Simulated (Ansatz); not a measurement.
The cell is In2GaP3, ordered on the zincblende lattice (I-4m2) with 6 atoms a cell; cell and atoms were relaxed with r2SCAN. It is tetragonal, I-4m2 (No. 119); conventional cell a = 4.059 Å, c = 17.367 Å, 23.84 Å³ an atom. Ga has 4 P at 2.41 Å; P has 2 Ga at 2.41 Å and 2 In at 2.54 Å; In has 4 P at 2.54 Å; P has 4 In at 2.54 Å.

```cif
data_structure
_symmetry_space_group_name_H-M 'I-4m2'
_symmetry_Int_Tables_number 119
_cell_length_a 4.0587
_cell_length_b 4.0587
_cell_length_c 17.3675
_cell_angle_alpha 90.000
_cell_angle_beta 90.000
_cell_angle_gamma 90.000
_cell_volume 286.10
loop_
_atom_site_label
_atom_site_type_symbol
_atom_site_symmetry_multiplicity
_atom_site_Wyckoff_symbol
_atom_site_fract_x
_atom_site_fract_y
_atom_site_fract_z
_atom_site_occupancy
Ga1 Ga 2 a 0.00000 0.00000 0.00000 1
P1 P 4 f 0.50000 0.00000 0.42567 1
In1 In 4 e 0.00000 0.00000 0.33749 1
P2 P 2 c 0.00000 0.50000 0.25000 1
```

4 runs of the PAW code Ansatz on this cell differ in the functional (and in the settings that go with it). Levels are in eV from each run's valence top; v1 is the last filled band, c1 the first empty one.

Run A, mean stress -0.2 GPa (compression positive):

| point | v5 | v3 | v1 | c1 | c2 | c3 |
| --- | --- | --- | --- | --- | --- | --- |
| Γ | -1.93 | -0.13 | 0.00 | 2.19 | 3.18 | 3.26 |
| X | -3.28 | -3.22 | -2.68 | 2.95 | 3.44 | 4.60 |
| P | -3.37 | -2.95 | -2.78 | 3.41 | 3.47 | 3.79 |
| N | -2.63 | -1.16 | -0.90 | 2.73 | 3.93 | 4.49 |
| M | -2.41 | -1.10 | -0.76 | 2.93 | 3.19 | 4.33 |
| S | -1.70 | -1.52 | -0.85 | 2.94 | 3.40 | 4.51 |

Run B, mean stress 0.0 GPa (compression positive):

| point | v5 | v3 | v1 | c1 | c2 | c3 |
| --- | --- | --- | --- | --- | --- | --- |
| Γ | -1.79 | -0.15 | 0.00 | 1.22 | 2.11 | 2.18 |
| X | -3.07 | -3.01 | -2.50 | 1.94 | 2.33 | 3.51 |
| P | -3.15 | -2.76 | -2.59 | 2.37 | 2.44 | 2.66 |
| N | -2.46 | -1.10 | -0.83 | 1.67 | 2.79 | 3.35 |
| M | -2.25 | -1.04 | -0.71 | 1.90 | 2.06 | 3.19 |
| S | -1.62 | -1.44 | -0.79 | 1.86 | 2.33 | 3.36 |

Run C, mean stress 0.0 GPa (compression positive):

| point | v5 | v3 | v1 | c1 | c2 | c3 |
| --- | --- | --- | --- | --- | --- | --- |
| Γ | -1.88 | -0.14 | 0.00 | 1.59 | 2.53 | 2.61 |
| X | -3.21 | -3.15 | -2.63 | 2.30 | 2.78 | 3.93 |
| P | -3.29 | -2.89 | -2.73 | 2.75 | 2.82 | 3.12 |
| N | -2.57 | -1.14 | -0.88 | 2.10 | 3.27 | 3.81 |
| M | -2.36 | -1.07 | -0.74 | 2.28 | 2.54 | 3.67 |
| S | -1.67 | -1.49 | -0.83 | 2.30 | 2.75 | 3.84 |

Run D, mean stress +1.9 GPa (compression positive):

| point | v5 | v3 | v1 | c1 | c2 | c3 |
| --- | --- | --- | --- | --- | --- | --- |
| Γ | -1.72 | -0.15 | 0.00 | 0.78 | 1.87 | 1.90 |
| X | -2.95 | -2.91 | -2.40 | 1.70 | 2.07 | 3.23 |
| P | -3.04 | -2.66 | -2.49 | 2.13 | 2.18 | 2.37 |
| N | -2.40 | -1.05 | -0.80 | 1.34 | 2.44 | 2.97 |
| M | -2.29 | -1.00 | -0.69 | 1.65 | 1.80 | 2.82 |
| S | -1.55 | -1.40 | -0.75 | 1.54 | 1.97 | 3.01 |

Problem. Match the runs to PBE, r2SCAN, HSE06, PBE0.

Solution. A is PBE0, B is r2SCAN, C is HSE06, D is PBE. In order of the gap: PBE 0.78, r2SCAN 1.22, HSE06 1.59, PBE0 2.19 eV.

Simulation only: spin-unpolarised, and no claim that this is the phase found in nature.

No spin-orbit coupling is included; it can move band edges with weight on the heavy atoms by tenths of an eV.

The stress of a hybrid is loosely converged in these runs.
